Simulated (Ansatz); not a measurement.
Q: Mg (hcp (Mg type), space group No. 194) is relaxed with DFT-r²SCAN in the program Ansatz with PAW potentials. What lattice parameters of the conventional cell result?

A: a = 3.194 Å, c = 5.105 Å.

Space group P6_3/mmc (hcp (Mg type)). Symmetry was held in the r²SCAN relaxation; of distortions, only those at the zone centre were tested. Axis ratios of metals converge slowly with the k-mesh, so a and c are less sure than the volume.

Potentials: the later of the program's two PAW sets.
